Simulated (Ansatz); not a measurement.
Relaxation of a relaxed TiTe2 cell displaced along its unstable phonon at q = Γ (52i cm⁻¹), largest move 0.15 Å; 6 atoms in the cell, which starts as Pmn2₁ (No. 31), oP6; a = c = 4.780 Å, b = 6.892 Å, α = β = γ = 90.00°. Computed with PBEsol (plane waves to 420 eV, PAW, scalar-relativistic; Ansatz, an electronic-structure program). Γ-centred k-mesh 7×7×5 on the run's cell (coarser than for final values), Fermi–Dirac smearing 0.05 eV. This is the first round of the run. 

The optimiser's lines from the output (shortened; P is positive under compression):

```
relax step   1: F+E_penalty+E_count = -32556.02563042 eV  Δ(F+E_penalty+E_count) = +0.000e0 eV  max|allowed force component| = 2.082e-1 eV/Å  Δτ_max = 0.0000 Å  P = -0.022 GPa  Ω = 157.476 Å³  (7 SCF iters, dr2 threshold 1.00e-7 eV, accepted)
relax step   2: F+E_penalty+E_count = -32556.13211795 eV  Δ(F+E_penalty+E_count) = -1.065e-1 eV  max|allowed force component| = 3.558e-1 eV/Å  Δτ_max = 0.1348 Å  P = -0.355 GPa  Ω = 158.210 Å³  (6 SCF iters, dr2 threshold 6.00e-7 eV, accepted)
relax step   3: F+E_penalty+E_count = -32556.51805508 eV  Δ(F+E_penalty+E_count) = -3.859e-1 eV  max|allowed force component| = 3.873e-1 eV/Å  Δτ_max = 0.1946 Å  P = -1.203 GPa  Ω = 157.897 Å³  (7 SCF iters, dr2 threshold 6.00e-7 eV, accepted)
relax step   4: F+E_penalty+E_count = -32556.95987976 eV  Δ(F+E_penalty+E_count) = -4.418e-1 eV  max|allowed force component| = 1.873e-1 eV/Å  Δτ_max = 0.1956 Å  P = -0.328 GPa  Ω = 152.856 Å³  (7 SCF iters, dr2 threshold 6.00e-7 eV, accepted)
relax step   5: F+E_penalty+E_count = -32557.18506673 eV  Δ(F+E_penalty+E_count) = -2.252e-1 eV  max|allowed force component| = 2.428e-1 eV/Å  Δτ_max = 0.1056 Å  P = +0.095 GPa  Ω = 148.947 Å³  (6 SCF iters, dr2 threshold 6.00e-7 eV, accepted)
relax step   6: F+E_penalty+E_count = -32557.34718312 eV  Δ(F+E_penalty+E_count) = -1.621e-1 eV  max|allowed force component| = 1.480e-1 eV/Å  Δτ_max = 0.0366 Å  P = +0.300 GPa  Ω = 145.909 Å³  (7 SCF iters, dr2 threshold 6.00e-7 eV, accepted)
relax step   7: F+E_penalty+E_count = -32557.35434234 eV  Δ(F+E_penalty+E_count) = -7.159e-3 eV  max|allowed force component| = 4.981e-1 eV/Å  Δτ_max = 0.0446 Å  P = -0.775 GPa  Ω = 146.498 Å³  (6 SCF iters, dr2 threshold 6.00e-7 eV, accepted)
relax step   8: F+E_penalty+E_count = -32557.38292889 eV  Δ(F+E_penalty+E_count) = -2.859e-2 eV  max|allowed force component| = 8.560e-2 eV/Å  Δτ_max = 0.0518 Å  P = +0.310 GPa  Ω = 144.454 Å³  (7 SCF iters, dr2 threshold 6.00e-7 eV, accepted)
relax step   9: F+E_penalty+E_count = -32557.38655915 eV  Δ(F+E_penalty+E_count) = -3.630e-3 eV  max|allowed force component| = 2.525e-2 eV/Å  Δτ_max = 0.0103 Å  P = +0.120 GPa  Ω = 145.236 Å³  (6 SCF iters, dr2 threshold 6.00e-7 eV, accepted)
relax step  10: F+E_penalty+E_count = -32557.38675051 eV  Δ(F+E_penalty+E_count) = -1.914e-4 eV  max|allowed force component| = 5.970e-3 eV/Å  Δτ_max = 0.0017 Å  P = -0.015 GPa  Ω = 145.420 Å³  (6 SCF iters, dr2 threshold 1.15e-7 eV, accepted)
relax step  11: F+E_penalty+E_count = -32557.38676191 eV  Δ(F+E_penalty+E_count) = -1.140e-5 eV  max|allowed force component| = 6.446e-4 eV/Å  Δτ_max = 0.0010 Å  P = -0.000 GPa  Ω = 145.408 Å³  (6 SCF iters, dr2 threshold 1.45e-9 eV, accepted)
relax step  12: F+E_penalty+E_count = -32557.39401458 eV  Δ(F+E_penalty+E_count) = -7.253e-3 eV  max|allowed force component| = 1.248e-3 eV/Å  Δτ_max = 0.0000 Å  P = +0.119 GPa  Ω = 145.408 Å³  stress off target by 3.22e-1 GPa  SCF on the basis re-selected at this cell (its energy is not comparable with the rows above)  (8 SCF iters)
relax step  13: F+E_penalty+E_count = -32557.39442340 eV  Δ(F+E_penalty+E_count) = -4.088e-4 eV  max|allowed force component| = 1.307e-3 eV/Å  Δτ_max = 0.0014 Å  P = +0.015 GPa  Ω = 145.595 Å³  (6 SCF iters, dr2 threshold 2.59e-7 eV, accepted)
relax step  14: F+E_penalty+E_count = -32557.39442878 eV  Δ(F+E_penalty+E_count) = -5.386e-6 eV  max|allowed force component| = 1.539e-4 eV/Å  Δτ_max = 0.0002 Å  P = -0.001 GPa  Ω = 145.627 Å³  (6 SCF iters, dr2 threshold 5.58e-9 eV, accepted)
relax step  15: F+E_penalty+E_count = -32557.39446337 eV  Δ(F+E_penalty+E_count) = -3.459e-5 eV  max|allowed force component| = 1.521e-4 eV/Å  Δτ_max = 0.0000 Å  P = -0.001 GPa  Ω = 145.627 Å³  stress off target by 1.31e-3 GPa  SCF on the basis re-selected at this cell (its energy is not comparable with the rows above)  (9 SCF iters)
```

From the first to the last row the energy changes by -0.23 eV/atom and the volume by -7.5 %. The last row is marked as not comparable with the walk above it, whose basis was carried along; it does compare with step 1, since both stand on a basis selected at the nominal cutoff for their own cell.

Later rounds, restarted from the end of this one on a renewed k-mesh, logged 6 more steps and released under 0.01 eV/atom more. The final structure after all rounds: Pmn2₁ (No. 31), oP6; a = 3.822 Å, b = 7.000 Å, c = 5.442 Å, α = β = γ = 90.00°. Between re-selections the logged energies stand on a plane-wave basis carried along with the cell. No spin polarisation in the result.

The run could not lose the symmetry of its start: the end is stationary, and may be a saddle point rather than a minimum.

The relaxed structure here is a generated cell of TiTe2: the first start was made by placing the elements on the sites of a structure type, and the end was not matched to a known phase here, so it may be hypothetical. Known forms of TiTe2 include space group No. 164.
